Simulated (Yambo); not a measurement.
G0W0@LDA for RbSO$_{2}$F (space group P2_1/m, No. 11) in Yambo. Reference settings: 2×2×2 Γ-centred k mesh, 297 bands and a 7 Ry block in the screening, 297 bands in G with the Bruneval-Gonze terminator, plasmon pole fitted at 27.2 eV. The LDA gap (-0.5, 0, -0.5) → (-0.5, 0, 0) on this mesh is 4.03 eV; G0W0 gaps are taken between the same points.

| change from the reference | G0W0 gap (-0.5, 0, -0.5) → (-0.5, 0, 0) (eV) | shift of the valence edge (eV) |
|---|---|---|
| reference settings | 7.62 | -1.71 |
| 191 bands in W, 191 bands in G | 7.66 | -1.65 |
| no terminator | 7.61 | -1.53 |
| 112 bands in G, no terminator | 7.65 | -1.16 |
| 112 bands in W, 112 bands in G | ___ | -1.56 |

Estimate the withheld gaps from the other rows; the computed values follow.


- 112 bands in W, 112 bands in G, G0W0 gap (-0.5, 0, -0.5) → (-0.5, 0, 0) (eV): 7.75

The reference isn't shown to be the converged limit.

Geometry of the Materials Project entry, not relaxed at this level; primitive cell a = 4.8856 Å, b = 6.0300 Å, c = 7.4003 Å, α = γ = 90.00°, β = 107.79°.

A shift is the quasiparticle energy of the state minus its LDA energy.
